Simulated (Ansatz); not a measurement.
## Structures of Li$_{2}$F: which is lowest?

Plane-wave DFT in Ansatz with scalar-relativistic PAW potentials, cutoff 420 eV, Γ-centred meshes chosen by cell and gap, Gaussian smearing with energies taken to zero width. Every cell was relaxed (cell and atoms) in a run of its own, within the symmetry of its start. Functional: PBE.

Relaxed structures (starts from databases or built by putting these elements on another compound's sites):
A. R-3m, 3 atoms in the computed cell, a = 2.893 Å, c = 15.186 Å; sites (symmetry × multiplicity) Li 3m × 6, F -3m × 3; start: built
B. P4_2/mnm, 6 atoms in the computed cell, a = 5.688 Å, c = 2.810 Å; sites (symmetry × multiplicity) Li m.2m × 4, F m.mm × 2; start: built
C. I4_1/amd, 6 atoms in the computed cell, a = 2.612 Å, c = 20.673 Å; sites (symmetry × multiplicity) Li 2mm. × 8, F -4m2 × 4; start: built

Q: Rank them by energy. Could pressure change the order?

A:
| structure | group | E − E(lowest) (meV/atom) | V (Å³/atom) | gap on mesh (eV) |
| --- | --- | --- | --- | --- |
| A | R-3m | 0.0 | 12.23 | 0.00 |
| B | P4_2/mnm | 132 | 15.15 | 0.00 |
| C | I4_1/amd | 182 | 11.75 | 0.00 |

A is lowest, 132 meV/atom under B. C is denser by 0.48 Å³/atom, so pressure favours it: ΔE/ΔV, with ΔE in eV and 1 eV/Å³ = 160.2 GPa, gives about 61 GPa for equal enthalpy if both cells were rigid; at such pressures compression changes ΔV much, so this is a scale only. Other structures may lie lower than all of these, and vibrations aren't counted.

Spin polarisation was left out, and a magnetic state may lie lower.